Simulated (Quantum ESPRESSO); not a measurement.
# Band energies of BeSe at -0.5 % isotropic strain

```xyz
2
Lattice="0.0000 2.5523 2.5523 2.5523 0.0000 2.5523 2.5523 2.5523 0.0000" Properties=species:S:1:pos:R:3 pbc="T T T"
Be     0.0000     0.0000     0.0000
Se     3.8285     3.8285     3.8285
```

norm-conserving PBE (stringent potentials; Quantum ESPRESSO, 106 Ry, without SOC); path ΓXWKΓLUWLK,UX; energies in eV from the valence-band maximum.

| k (1/Å) | point | band 10 | band 11 | band 12 | band 13 | band 14 | band 15 | band 16 | band 17 |
|---|---|---|---|---|---|---|---|---|---|
| 0.00 | Γ | -46.75 | -13.95 | 0.00 | 0.00 | 0.00 | 4.54 | 5.02 | 5.02 |
| 0.67 |  | -46.75 | -13.03 | -3.30 | -1.87 | -1.87 | 3.61 | 5.58 | 8.54 |
| 1.23 | X | -46.75 | -12.07 | -5.19 | -2.74 | -2.74 | 2.58 | 4.21 | 11.93 |
| 1.35 |  | -46.75 | -12.07 | -5.15 | -2.83 | -2.81 | 2.80 | 4.39 | 11.63 |
| 1.85 | W | -46.75 | -12.03 | -4.50 | -3.92 | -3.40 | 6.18 | 7.22 | 7.40 |
| 2.06 |  | -46.75 | -12.06 | -4.66 | -4.05 | -2.81 | 4.69 | 7.00 | 8.53 |
| 2.28 | K | -46.75 | -12.09 | -4.76 | -4.14 | -2.29 | 3.74 | 6.89 | 9.84 |
| 2.68 |  | -46.75 | -12.55 | -4.64 | -3.36 | -1.28 | 5.01 | 7.33 | 7.80 |
| 3.29 |  | -46.75 | -13.75 | -1.44 | -0.66 | -0.11 | 4.86 | 5.27 | 5.57 |
| 3.59 | Γ | -46.75 | -13.95 | 0.00 | 0.00 | 0.00 | 4.54 | 5.02 | 5.02 |
| 3.91 |  | -46.75 | -13.72 | -1.77 | -0.30 | -0.30 | 4.65 | 5.51 | 5.51 |
| 4.55 |  | -46.75 | -12.60 | -5.74 | -1.09 | -1.09 | 4.44 | 6.00 | 6.00 |
| 4.65 | L | -46.75 | -12.55 | -5.85 | -1.11 | -1.11 | 4.43 | 5.99 | 5.99 |
| 5.19 |  | -46.75 | -12.22 | -5.09 | -3.60 | -1.95 | 4.22 | 8.28 | 8.52 |
| 5.41 | U | -46.75 | -12.09 | -4.76 | -4.14 | -2.29 | 3.74 | 6.89 | 9.84 |
| 5.84 | W | -46.75 | -12.03 | -4.50 | -3.92 | -3.40 | 6.18 | 7.22 | 7.40 |
| 6.36 |  | -46.75 | -12.39 | -5.52 | -2.46 | -1.65 | 5.35 | 5.70 | 7.62 |
| 6.71 | L | -46.75 | -12.55 | -5.85 | -1.11 | -1.11 | 4.43 | 5.99 | 5.99 |
| 6.88 |  | -46.75 | -12.51 | -5.77 | -1.53 | -1.23 | 4.77 | 5.92 | 6.29 |
| 7.38 |  | -46.75 | -12.12 | -4.79 | -4.12 | -2.18 | 3.90 | 7.47 | 9.42 |
| 7.47 | K | -46.75 | -12.09 | -4.76 | -4.14 | -2.29 | 3.74 | 6.89 | 9.84 |
| 7.47 | U | -46.75 | -12.09 | -4.76 | -4.14 | -2.29 | 3.74 | 6.89 | 9.84 |
| 7.90 | X | -46.75 | -12.07 | -5.19 | -2.74 | -2.74 | 2.58 | 4.21 | 11.93 |

The PBE gap is indirect, 2.58 eV, from Γ to X; the smallest direct gap is 4.54 eV.

Spin-orbit splittings are left out.

Geometry strained from the cell relaxed with PBEsol, atoms relaxed again.
